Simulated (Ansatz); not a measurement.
# C (Fmmm), two-dimensional strain map

Method: DFT r2SCAN, scalar-relativistic, plane waves, PAW in Ansatz 0.2.0. Settings: plane waves to 500 eV, k-mesh 14×14×14 (Γ-centred), Gaussian smearing 0.05 eV. No spin polarisation. Energies are free energies at this smearing, counted from the undisturbed cell; pressure is positive in compression.

The undisturbed cell (as given, not relaxed at this level; it stands at 0.4 GPa; this form isn't the usual structure):

```xyz
2
Lattice="0.0000 2.1270 3.3480 1.2280 0.0000 3.3480 1.2280 2.1270 0.0000" Properties=species:S:1:pos:R:3 pbc="T T T"
C     1.2280    0.7090    3.3480
C     1.2280    3.5450    3.3480
```

The cell holds layers and no dispersion correction was added, so their binding is poorly described.

The cell is strained by p along both x and y and by q along z, fractional coordinates fixed. Points are written (p, q).

Energy above the undisturbed cell in meV/atom (a dash: not computed):

```
 p \ q  -0.030  -0.015  0.000  0.015  0.030
-0.030    71.3    68.9   67.2   66.0   65.3
-0.015    20.2       –   15.8      –   13.7
 0.000     4.7     2.0    0.0   -1.4   -2.3
 0.030    65.2       –   59.9      –   57.1
```

Pressure in GPa:

| p \ q | -0.030 | -0.015 | 0.000 | 0.015 | 0.030 |
| --- | --- | --- | --- | --- | --- |
| -0.030 | 31.5 | 30.8 | 30.2 | 29.6 | 29.0 |
| -0.015 | 15.1 | – | 14.3 | – | 13.6 |
| 0.000 | 0.9 | 0.6 | 0.4 | 0.3 | 0.1 |
| 0.030 | -22.1 | – | -21.8 | – | -21.5 |

Gap on the k-mesh in eV:

```
 p \ q  -0.030  -0.015  0.000  0.015  0.030
-0.030    0.35    0.43   0.51   0.57   0.64
-0.015    0.28       –   0.44      –   0.57
 0.000    0.22    0.30   0.38   0.45   0.51
 0.030    0.10       –   0.26      –   0.40
```